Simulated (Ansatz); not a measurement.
Relaxation of a generated cell, ZnCu placed in the AFLOW prototype AB_hP6_191_f_ad (B35, as in CoSn); 6 atoms in the cell, which starts as P6/mmm (No. 191), hP6; a = b = 4.7854 Å, c = 3.8614 Å, α = β = 90.00°, γ = 120.00°. Calculation: PBEsol (plane waves to 420 eV, PAW, scalar-relativistic; Ansatz, a program for electronic structure). Γ-centred k-mesh 8×8×9 on the run's cell (coarser than for final values), Fermi–Dirac smearing 0.05 eV. This is the first round of the run. 

The optimiser's lines from the output (shortened; P is positive under compression):

```
relax step   1: F+E_penalty+E_count = -29606.96202052 eV  Δ(F+E_penalty+E_count) = +0.000e0 eV  max|allowed force component| = 2.043e-17 eV/Å  Δτ_max = 0.0000 Å  P = +20.184 GPa  Ω = 76.578 Å³  (8 SCF iters, dr2 threshold 1.00e-7 eV, accepted)
relax step   2: F+E_penalty+E_count = -29607.40418851 eV  Δ(F+E_penalty+E_count) = -4.422e-1 eV  max|allowed force component| = 2.043e-17 eV/Å  Δτ_max = 0.0000 Å  P = +9.998 GPa  Ω = 81.364 Å³  (7 SCF iters, dr2 threshold 6.00e-7 eV, accepted)
relax step   3: F+E_penalty+E_count = -29607.59277251 eV  Δ(F+E_penalty+E_count) = -1.886e-1 eV  max|allowed force component| = 1.118e-17 eV/Å  Δτ_max = 0.0000 Å  P = +1.925 GPa  Ω = 86.678 Å³  (8 SCF iters, dr2 threshold 6.00e-7 eV, accepted)
relax step   4: F+E_penalty+E_count = -29607.60153701 eV  Δ(F+E_penalty+E_count) = -8.765e-3 eV  max|allowed force component| = 4.626e-18 eV/Å  Δτ_max = 0.0000 Å  P = -0.083 GPa  Ω = 88.341 Å³  (6 SCF iters, dr2 threshold 6.00e-7 eV, accepted)
relax step   5: F+E_penalty+E_count = -29607.60162281 eV  Δ(F+E_penalty+E_count) = -8.580e-5 eV  max|allowed force component| = 1.031e-17 eV/Å  Δτ_max = 0.0000 Å  P = +0.002 GPa  Ω = 88.267 Å³  (6 SCF iters, dr2 threshold 2.35e-8 eV, accepted)
relax step   6: F+E_penalty+E_count = -29607.61351108 eV  Δ(F+E_penalty+E_count) = -1.189e-2 eV  max|allowed force component| = 1.002e-17 eV/Å  Δτ_max = 0.0000 Å  P = +0.093 GPa  Ω = 88.267 Å³  stress off target by 1.52e-1 GPa  SCF on the basis re-selected at this cell (its energy is not comparable with the rows above)  (11 SCF iters)
relax step   7: F+E_penalty+E_count = -29607.61349140 eV  Δ(F+E_penalty+E_count) = +1.968e-5 eV  max|allowed force component| = 1.359e-17 eV/Å  Δτ_max = 0.0000 Å  P = +0.001 GPa  Ω = 88.350 Å³  (6 SCF iters, dr2 threshold 5.79e-8 eV, accepted)
relax step   8: F+E_penalty+E_count = -29607.61354555 eV  Δ(F+E_penalty+E_count) = -5.415e-5 eV  max|allowed force component| = 1.267e-17 eV/Å  Δτ_max = 0.0000 Å  P = +0.001 GPa  Ω = 88.350 Å³  stress off target by 5.84e-3 GPa  SCF on the basis re-selected at this cell (its energy is not comparable with the rows above)  (6 SCF iters)
```

From the first to the last row the energy changes by -0.11 eV/atom and the volume by +15.4 %. The last row is marked as not comparable with the walk above it, whose basis was carried along; it does compare with step 1, since both stand on a basis selected at the nominal cutoff for their own cell.

Later rounds, restarted from the end of this one on a renewed k-mesh, logged 10 more steps and released under 0.01 eV/atom more. The final structure after all rounds: P6/mmm (No. 191), hP6, AFLOW prototype AB_hP6_191_f_ad (B35, as in CoSn); a = b = 5.0064 Å, c = 4.0766 Å, α = β = 90.00°, γ = 120.00°. Between re-selections the logged energies stand on a plane-wave basis carried along with the cell. No spin polarisation in the result.

The run could not lose the symmetry of its start, so the end can be a saddle point.

All atoms sit on sites fixed by symmetry, so only the cell could relax.

The relaxed structure here is a generated cell of ZnCu: the first start was made by placing the elements on the sites of a structure type, and the end was not matched to a known phase here, so it may be hypothetical. Known forms of ZnCu include space group No. 221.
